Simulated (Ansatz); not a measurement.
**What a change of settings does: CdAu**

First run: DFT, PBEsol, PAW with Ansatz's default frozen-core files, scalar-relativistic (Ansatz 0.2.0).

Command: `ansatz run input.yaml --threads 1 --pin off --max-ram 2048MiB --backend cpu --events-out ev --progress --plain --runs-dir out` It took 7.7 s on 1 thread of Arm Neoverse V2, on a shared host, peak memory 0.36 GiB.

```yaml
crystal:
  lattice:
    - [3.32, 0.0, 0.0]
    - [0.0, 3.32, 0.0]
    - [0.0, 0.0, 3.32]
  atoms:
    - { symbol: Cd, position: [0.41, 0.41, 0.41] }
    - { symbol: Au, position: [0.09, 0.09, 0.09] }
kpoints:
  mp_grid: { grid: [9, 9, 9] }
scf:
  occupations: { method: fermi_dirac, width: 0.05 }
hamiltonian:
  xc: pbesol
  pseudopotentials: { kind: paw }
output:
  forces: true
  stress: true
  eigenvalues: true
  populations: true
```

The cell is entry 1510074 of the Crystallography Open Database, unrelaxed.

This run: one bond, the shortest of the undistorted cell, set to 1.840 Å.

It converges in 7 SCF iterations at a pressure of 111.7 GPa, largest force 39.285 eV/Å, cutoff 420 eV.

The input is then changed:

```diff
   pseudopotentials: { kind: paw }
+  dispersion: d3bj
 output:
```

Q: Predict the outcome of the changed run.

A: It converges in 7 SCF iterations at a pressure of 107.0 GPa, largest force 39.282 eV/Å, cutoff 420 eV.
